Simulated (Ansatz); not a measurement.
Consider the following.

BAs (zinc blende)

```
CELL_PARAMETERS angstrom
      0.00000     4.80934     4.80934
      2.40467     2.40467     4.80934
      2.40467     2.40467     0.00000
ATOMIC_POSITIONS crystal
  As 0.00000 0.75000 0.75000
  As 0.50000 0.75000 0.75000
  B  0.00000 0.00000 0.00000
  B  0.50000 0.00000 0.00000
```

A phonon eigenvector at X = (0.5, 0.5, 0.0) is frozen into this cell: atom i moves by Q times the vector below, so Q is the largest atomic displacement, in Å. The cell is held. It is one choice among 2 degenerate patterns. (q is in reciprocal vectors of the primitive cell; the cell shown is doubled to hold the pattern.)

| atom | x | y | z |
|---|---|---|---|
| As1 | -0.105 | 0.000 | 0.000 |
| As2 | 0.105 | 0.000 | 0.000 |
| B3 | 0.000 | 1.000 | 0.000 |
| B4 | 0.000 | -1.000 | 0.000 |

Method: PBE (plane waves to 420 eV, PAW, scalar-relativistic; Ansatz, a program for electronic structure). k mesh 12×12×12 (Γ-centred), Fermi-Dirac smearing 0.05 eV. Energies are smeared free energies. BAs was relaxed with its symmetry unable to fall. The zero of ΔE is the undisplaced structure.

The scan covers Q from -0.280 to 0.280 Å in 13 points.

Q: Which space group does the distorted structure have?

A: C222_1 (No. 20), lowered from F-43m.

Q: Is this a single well or a double well?

A: A single well with its minimum at or next to zero displacement.

Q: What is the energy change at Q = 0.280 Å?

A: 1219 meV/cell.

Q: What harmonic wavenumber does the curvature at Q = 0 give?

A: 610 cm⁻¹.

(A displaced cell: forces are minus the slopes of the energy, force constants its curvatures, and phonons follow from these.)
